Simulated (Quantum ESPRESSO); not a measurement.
```xyz
4
Lattice="3.3682 0.0000 0.0000 -1.6841 2.9170 0.0000 0.0000 0.0000 5.6116" Properties=species:S:1:pos:R:3 pbc="T T T"
O      1.6841     0.9723     0.5517
O      0.0000     0.0000     3.6611
Zn     0.0000     0.0000     5.5937
Cd     1.6841     0.9723     2.7409
```

Cell and atoms were relaxed with PBEsol from Materials Project entry mp-1215505, within its symmetry.

Question: What does PBEsol (Quantum ESPRESSO, PseudoDojo norm-conserving, 102 Ry, with spin-orbit coupling) give for the electronic structure near the Fermi level?

Answer: Along the path the PBEsol gap is only about 0.02 eV, below what this setup resolves reliably; no G0W0 run was built on it. Semilocal functionals shrink small gaps, and the order of the bands at the edge may be inverted. 

The structure is a Materials Project entry; no match was found in the copy of COD used, and its stability was not checked.
